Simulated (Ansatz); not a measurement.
## Two states of TlCr₂S₂

```
Tl Cr S
1.0
     0.00000    3.76897    0.00000
     3.76897    0.00000    0.00000
     1.88449    1.88449   -6.67515
Tl Cr S
1 2 2
Cartesian
  0.0000 0.0000 0.0000
  1.8845 3.7690 -3.3376
  3.7690 1.8845 -3.3376
  1.8845 1.8845 -1.8690
  3.7690 3.7690 -4.8061
```

Level: LDA, with U_eff = 1.21 eV on Cr d, V = 0.58 eV between Cr d and S p within 2.867 Å (all-electron-ortho-atomic projectors); 420 eV; 6×6×6 Γ-centred mesh; fermi-dirac occupations (width 0.1 eV); Ansatz 0.2.0, fixed geometry.

State A: Cr2 up, Cr3 up (collinear spin). State B: Cr2 down, Cr3 up (collinear spin).

**Question.** Which state is lower, and how do they differ?

**Answer.** State B is lower by 178.4 meV an atom at zero smearing; in free energy at this smearing B lies -172.4 meV an atom from A.

```
state  free energy (meV/atom)  largest moment in a small sphere (μB)  net moment (μB/cell)  gap on mesh (eV)  pressure (GPa)  largest force (eV/Å)
    A                   172.4                                   1.74                  3.75             metal           -10.4                  2.53
    B                     0.0                                   2.71                  0.00             metal            -4.1                  1.07
```

Origin: a known structure type with other elements, at an estimated volume, so it need not be a known compound. Caveats: another magnetic order, which this cell may not hold, can open a gap; atoms or cell far from equilibrium.
